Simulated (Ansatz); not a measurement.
C:
```yaml
crystal:
  lattice:
    - [0.00000, 1.78015, 1.78015]
    - [1.78015, 0.00000, 1.78015]
    - [1.78015, 1.78015, 0.00000]
  atoms:
    - { symbol: C, position: [0.50000, 0.50000, 0.50000] }
    - { symbol: C, position: [0.75000, 0.75000, 0.75000] }
```

Relaxed with r²SCAN.

Question: Map the electron localisation function on the plane through (0.500, 0.500, 0.500) spanned by u = [1, 0, 0] and v = [-1, 1, 1] in lattice vectors, from r²SCAN (plane waves, PAW; program Ansatz).

Answer: x is the fraction of u, y of v (the angle between them is 90°; rows are the nearest grid lines); atoms in the plane: C at (0.00, 0.00), C at (0.50, 0.25).
```
|00368875557886300|
|01356543234565310|
|44554321012345544|
|66653200000235666|
|65532100000123556|
|33210000000001233|
|11000000000000011|
|00000000000000000|
|00000112221100000|
|00001234543210000|
|00013456665431000|
|00124556665542100|
|11345542224554311|
|34567520002576543|
|66888740004788866|
|67899974247999876|
|46899987678999864|
|01589987678998610|
|00368875557886300|
```
Scale: ten equal steps from 0.012 (start of '0') to 0.947 (end of '9'), in the order '0123456789'; x runs from 0.000 to 1.00, y from 0.000 (bottom) to 1.00 (top).

The density is the valence pseudo-density with augmentation charge, so density and ELF within about 1 Å of a nucleus are not all-electron values.

Space group Fd-3m (diamond). Symmetry was held in the r²SCAN relaxation.

Potentials: the later of the program's two PAW sets.
